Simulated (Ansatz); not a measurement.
# Cd (Fm-3m), clamped-ion strain scan

Method: Ansatz 0.2.0, DFT LDA, scalar-relativistic, plane waves, PAW. Settings: plane waves to 420 eV, k-mesh 18×18×18 (Γ-centred), Gaussian smearing 0.15 eV. No spin polarisation. Energies are free energies at this smearing, counted from the undisturbed cell; pressure is positive in compression.

The starting cell (as given, not relaxed at this level; it stands at -4.8 GPa; this fcc form isn't the usual structure):

```
Cd
1.0
     0.00000    2.21815    2.21815
     2.21815    0.00000    2.21815
     2.21815    2.21815    0.00000
Cd
1
Direct
  0.00000 0.00000 0.00000
```

The cell is strained by ε times the Voigt pattern (0, 0, 0, 0, 0, 1) (xx, yy, zz, yz, xz, xy; engineering shear) with fractional coordinates fixed. The cell is metallic on the mesh throughout.

```tsv
ε	ΔE (meV/atom)
-0.1000	-6.5
-0.0500	-1.5
0.0000	0.0
0.0125	-0.1
0.0250	-0.4
0.0375	-0.9
0.0625	-2.4
0.0750	-3.6
0.0875	-5.0
```

Problem. Predict the stress summed along the pattern (GPa, tension positive) at each point.

Solution.
```tsv
ε	stress summed along the pattern (GPa, tension positive)
-0.1000	0.68
-0.0500	0.33
0.0000	0.00
0.0125	-0.07
0.0250	-0.17
0.0375	-0.26
0.0625	-0.45
0.0750	-0.58
0.0875	-0.64
```